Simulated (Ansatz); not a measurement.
Given:

ZrC:
Space group Fm-3m (No. 225); a = b = c = 4.6414 Å, α = β = γ = 90.00°

```
atom  site  symmetry       x       y       z
----  ----  --------  ------  ------  ------
C       4a      m-3m  0.0000  0.0000  0.0000
Zr      4b      m-3m  0.5000  0.5000  0.5000
```
(The calculation used a cell of 2 atoms; values per cell refer to that cell.)

This is the LDA-relaxed structure.

All from DFT-LDA in the program Ansatz with PAW potentials, unless another level is named. Estimate the Poisson's ratio.

0.21.

And the highest zone-centre frequency?

451 cm^-1.

The LDA relaxation kept the symmetry of its start; of distortions, only those at the zone centre were tested. The run is not spin-polarised. As this level gives no gap, phonon frequencies hold no LO–TO term and depend on the k-mesh and smearing (Fermi–Dirac, 0.1 eV here).

Potentials: the later of the program's two PAW sets.
